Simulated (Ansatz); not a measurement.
Relaxing a structure of Pd

The start is a generated cell, Pd placed in the AFLOW prototype A_cI16_220_c (as in Li). A full variable-cell relaxation at zero pressure is run with PBE (plane waves to 420 eV, PAW, scalar-relativistic; Ansatz, a first-principles code). First-step values are on the input's coarse k-mesh.

Ansatz input (later rounds restart from its end on a renewed k-mesh):
Ansatz 0.2 input:
```yaml
crystal:
  lattice:
    - [-3.087496, 3.087496, 3.087496]
    - [3.087496, -3.087496, 3.087496]
    - [3.087496, 3.087496, -3.087496]
  atoms:
    - { symbol: Pd, position: [0.402, 0.402, 0.402] }
    - { symbol: Pd, position: [0.5, 0, 0.098] }
    - { symbol: Pd, position: [0, 0.098, 0.5] }
    - { symbol: Pd, position: [0.098, 0.5, 0] }
    - { symbol: Pd, position: [0.902, 0.902, 0.902] }
    - { symbol: Pd, position: [0.5, 0, 0.598] }
    - { symbol: Pd, position: [0, 0.598, 0.5] }
    - { symbol: Pd, position: [0.598, 0.5, 0] }
basis: { ecutwfc: 420, ecutrho_ratio: 4, xc_grid: 2, fft_grid_basis: typed }
kpoints: { mp_grid: { grid: [8, 8, 8] } }
hamiltonian:
  xc: pbe
  dispersion: none
  pseudopotentials: { azcp: { folder: ./paw }, kind: paw }
scf: { occupations: { method: fermi_dirac, width: 0.05 } }
relax: { f_tol: 0.01, max_steps: 100, cell: { stress_tol: 0.02 } }
output: { forces: true, stress: true }
```

```yaml
initial_pressure: "+16.7 GPa (positive: the cell is compressed)"
outcome: The space group stays I-43d (No. 220) (the run could not lower it), with 8 atoms in the primitive cell
volume_change: +5.0 %, from 14.72 to 15.45 Å³/atom
band_gap_at_the_end: no gap (metallic)
optimiser_moves: 27
```

Relaxed structure:

Space group I-43d (No. 220); a = 6.276 Å, b = 6.276 Å, c = 6.276 Å, α = 90.00°, β = 90.00°, γ = 90.00°

```tsv
atom	site	symmetry	x	y	z
Pd	16c	.3.	0.2468	0.2468	0.2468
```
(The calculation used a cell of 8 atoms; values per cell refer to that cell.)

Final values are on a 11×11×11 k-mesh of the relaxed cell. No spin polarisation in the result.

The run could not lose the symmetry of its start, so the end can be a saddle point.

The relaxed structure here is a generated cell of Pd: the first start was made by placing the elements on the sites of a structure type, and the end was not matched to a known phase here, so it may be hypothetical. Known forms of Pd include space group No. 225.
